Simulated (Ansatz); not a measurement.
**Two Ansatz runs on SbPt**

Structure from Materials Project entry mp-2845 (possibly hypothetical), not relaxed further.

First run: DFT, LDA, all-electron LAPW, scalar-relativistic (Ansatz 0.2.0).

Command: `ansatz run input.yaml --threads 1 --pin off --max-ram 4096MiB --backend cpu --events-out ev --progress --plain --runs-dir out` The run took 75 s on 1 thread of Intel(R) Xeon(R) Platinum 8488C (Sapphire Rapids) (shared host).

```yaml
crystal:
  lattice:
    - [4.1774426617, 0.0, 0.0]
    - [-2.0887213308, 3.6177714679, 0.0]
    - [0.0, 0.0, 5.5392039]
  atoms:
    - { symbol: Sb, position: [0.6666666667, 0.3333333333, 0.75] }
    - { symbol: Sb, position: [0.3333333333, 0.6666666667, 0.25] }
    - { symbol: Pt, position: [0.0, 0.0, 0.5] }
    - { symbol: Pt, position: [0.0, 0.0, 0.0] }
kpoints:
  mp_grid: { grid: [9, 9, 6] }
  band_path:
    path:
      - [0.0, 0.0, 0.0]
      - [0.5, 0.0, 0.0]
      - [0.3333333333, 0.3333333333, 0.0]
      - [0.0, 0.0, 0.0]
      - [0.0, 0.0, 0.5]
      - [0.5, 0.0, 0.5]
      - [0.3333333333, 0.3333333333, 0.5]
      - [0.0, 0.0, 0.5]
      - [0.5, 0.0, 0.5]
    npoints: 14
scf:
  occupations: { method: fermi_dirac, width: 0.05 }
hamiltonian:
  xc: lda
  pseudopotentials: { kind: all_electron, lapw: { basis_error: 0.001 } }
output:
  forces: true
  stress: true
  eigenvalues: true
  populations: true
  dos: { projected: true, de: 0.2, e_range: [-14, 8] }
```

Result: converged; pressure -4.98 GPa; no gap on the k mesh; 7 SCF iterations.

No spin–orbit coupling, which matters for the heavy atoms here.

The input is then changed:

```diff
@@ -28,4 +28,5 @@
   xc: lda
   pseudopotentials: { kind: all_electron, lapw: { basis_error: 0.001 } }
+  hubbard: { sites: [{ species: Pt, l: d, u_eff: 3.0 }], double_counting: fll }
 output:
   forces: true
@@ -33,4 +34,3 @@
   eigenvalues: true
   populations: true
-  dos: { projected: true, de: 0.2, e_range: [-14, 8] }
```

(1) What does the second run give?

## Answers

(1) It converged; pressure -4.84 GPa; no gap on the k mesh; 7 SCF iterations.
